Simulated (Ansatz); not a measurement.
TiC (CsCl type, Pm-3m) at seven volumes, PBE in the plane-wave PAW code Ansatz, scaled uniformly. One row is withheld.

```tsv
V (Å³/atom)	P (GPa)
9.064	24.82
9.363	15.32
9.662	7.13
9.961	0.02
10.260	-6.12
10.559	-11.38
10.857	?
```

Task: Fit the shown pressures and predict the withheld one.

Result: P = (3/2)B₀(x^(7/2) − x^(5/2))[1 + (3/4)(B′ − 4)(x − 1)] with x = (V₀/V)^(2/3). Least squares on the six rows gives V₀ = 9.962 Å³/atom, B₀ = 219 GPa, B′ = 3.84. At V = 10.857, x = 0.9443 and P = -15.97 GPa. The run itself gave -15.87 GPa.

The cell is a constructed one: a structure type filled with these elements; neither database checked (COD, Materials Project) lists it. It is not the phase usual at ambient conditions (space group No. 225). Symmetry was held in the PBE relaxation; its stability against distortions is not shown here. No spin polarisation was allowed.

Potentials: the later of the program's two PAW sets.
